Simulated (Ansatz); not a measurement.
InAs (zinc blende)

```xyz
2
Lattice="0.0000 3.0435 3.0435 3.0435 0.0000 3.0435 3.0435 3.0435 0.0000" Properties=species:S:1:pos:R:3 pbc="T T T"
As     4.5652     4.5652     4.5652
In     0.0000     0.0000     0.0000
```

The volume is varied about the relaxed value V₀ at fixed cell shape. Symmetry pins the atoms to their sites.

Computed with PBEsol (plane waves to 420 eV, PAW, scalar-relativistic; Ansatz, a quantum-chemistry and plane-wave program). k mesh 9×9×9 (Γ-centred), Fermi-Dirac smearing 0.05 eV. E stands for the smeared free energy. Compression counts positive. At this level the bands of InAs touch or barely overlap; measurements give the solid a gap. InAs was relaxed with its symmetry unable to fall. The zero of ΔE is the relaxed starting cell. The last digit holds for this mesh only.

```json
[
 {"V (Å³/atom)": "23.680", "ΔE (meV/atom)": "174.7"},
 {"V (Å³/atom)": "24.582", "ΔE (meV/atom)": "withheld"},
 {"V (Å³/atom)": "25.484", "ΔE (meV/atom)": "54.9"},
 {"V (Å³/atom)": "26.386", "ΔE (meV/atom)": "22.9"},
 {"V (Å³/atom)": "27.288", "ΔE (meV/atom)": "5.4"},
 {"V (Å³/atom)": "28.190", "ΔE (meV/atom)": "0.0"},
 {"V (Å³/atom)": "29.093", "ΔE (meV/atom)": "4.7"},
 {"V (Å³/atom)": "29.995", "ΔE (meV/atom)": "17.7"},
 {"V (Å³/atom)": "30.897", "ΔE (meV/atom)": "37.7"},
 {"V (Å³/atom)": "31.799", "ΔE (meV/atom)": "63.5"},
 {"V (Å³/atom)": "32.701", "ΔE (meV/atom)": "94.0"}
]
```

Q: Fit a third-order Birch-Murnaghan form (E₀, V₀, B₀, B₀′ free) to the given rows and predict ΔE at V = 24.582.

A: Least squares on the 10 given rows: ΔE = E₀ + (9V₀B₀/16)·y²·[2 + (B₀′ − 4)y], y = (V₀/V)^(2/3) − 1, with V₀ = 28.197 Å³/atom, B₀ = 55.49 GPa (160.2 GPa = 1 eV/Å³; the term in eV is multiplied by 1000), B₀′ = 4.70, E₀ = 0.04 meV/atom; root-mean-square residual 0.04 meV/atom. At 24.582 the fit gives 104.2 meV/atom; the calculation gives 104.3 meV/atom, so the interpolation is off by -0.1 (-0.1 %). For the pressure the fit gives 10.5 GPa against the computed 10.5 GPa.

(Under strain, the slope of the energy per volume gives the stress and its curvature an elastic modulus.)
